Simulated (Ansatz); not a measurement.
**Stability checks on a candidate for Ga3Sb2As**

The cell was found from a structure generator's guess, not taken from experiment.

Method: Ansatz 0.2.0, DFT PBE, scalar-relativistic, plane waves, PAW. Plane waves to 420 eV, a 12×12×4 mesh through Γ for the 6-atom cell and 0.10 eV Gaussian smearing; no spin polarisation.

```yaml
crystal:
  lattice:
    - [4.29057, 0.00000, 0.00000]
    - [-2.14529, 3.71575, 0.00000]
    - [0.00000, 0.00000, 10.50205]
  atoms:
    - { symbol: Ga, position: [0.00000, 0.00000, 0.98768] }
    - { symbol: Ga, position: [0.66667, 0.33333, 0.33267] }
    - { symbol: Ga, position: [0.33333, 0.66667, 0.67900] }
    - { symbol: Sb, position: [0.66667, 0.33333, 0.07765] }
    - { symbol: Sb, position: [0.33333, 0.66667, 0.42240] }
    - { symbol: As, position: [0.00000, 0.00000, 0.75060] }
```

The zero of energy is the elements' standard structures at the same level; no fitted shifts are applied.

**Question.** These tests were run: energy against the elements; phonons on a 2×2×1 q mesh. What do they show?

**Answer.**

```json
{"test": "energy against the elements", "result": "−0.20 eV/atom"}
{"test": "phonons on a 2×2×1 q mesh", "result": "no imaginary mode on the mesh, but the interpolation dips to 5i cm⁻¹ between its points"}
```

It fails none of these tests. Other phases of the system weren't compared here, so this isn't yet thermodynamic stability.

Spin–orbit coupling, which can matter for Sb, is left out. The reference form of As is held partly by dispersion forces, which this level lacks. The run for the phonons used a 12×12×4 k mesh and Fermi–Dirac smearing of 0.15 eV.
